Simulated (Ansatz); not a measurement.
## Computed properties of ZnCdTe₂

ZnCdTe₂:
```
CELL_PARAMETERS angstrom
      2.18815     1.26333     7.19883
     -2.18815     1.26333     7.19883
      0.00000    -2.52666     7.19883
ATOMIC_POSITIONS crystal
  Zn 0.49927 0.49927 0.49927
  Cd 0.00170 0.00170 0.00170
  Te 0.12961 0.12961 0.12961
  Te 0.61943 0.61943 0.61943
```

Space group R3m (No. 160); conventional cell a = b = 4.376 Å, c = 21.596 Å, α = β = 90.00°, γ = 120.00°.

Method: LDA in the plane-wave PAW code Ansatz. Geometry: relaxed at this level of theory. Other levels are named where they apply.

**Cell and energy**

| Property | Value |
|---|---|
| Volume per atom | 29.85 Å³ |
| Density | 6.02 g/cm³ |
| Formation energy from the elements (no fitted shifts) | -0.36 eV/atom |

**Electronic structure**

| Item | Result |
|---|---|
| Band gap | 0.70 eV (direct) |
| Valence-band maximum | at Γ |
| Conduction-band minimum | at Γ |
| Electron effective mass | 0.062, 0.062, 0.077 mₑ (principal values) |
| Hole effective mass, band 1 of 2 at the edge | 0.65 along x, 1.1 along z (mₑ) |
| Hole effective mass, band 2 of 2 at the edge | 0.058 along x, 1.1 along z (mₑ) |

**Mechanics**

| Quantity | Value |
|---|---|
| Bulk modulus (Birch–Murnaghan fit) | 49.5 GPa |
| Pressure derivative B′ | 4.7 |

**Phonons**

| Item | Value |
|---|---|
| Highest zone-centre frequency (without LO–TO term) | 182 cm⁻¹ |
| Zone-centre stability | no imaginary mode at Γ |

The workflow started from a Materials Project entry (that database holds measured and hypothetical structures alike); the Crystallography Open Database copy checked does not list it. Whether it is the stable phase at ambient conditions was not checked. The cell was relaxed with LDA under the symmetry of its start. The references are the lowest solids computed at this level, not always the standard phases. Scalar-relativistic: spin–orbit coupling is off unless named, which matters more the heavier the elements.

Potentials: the later of the program's two PAW sets.
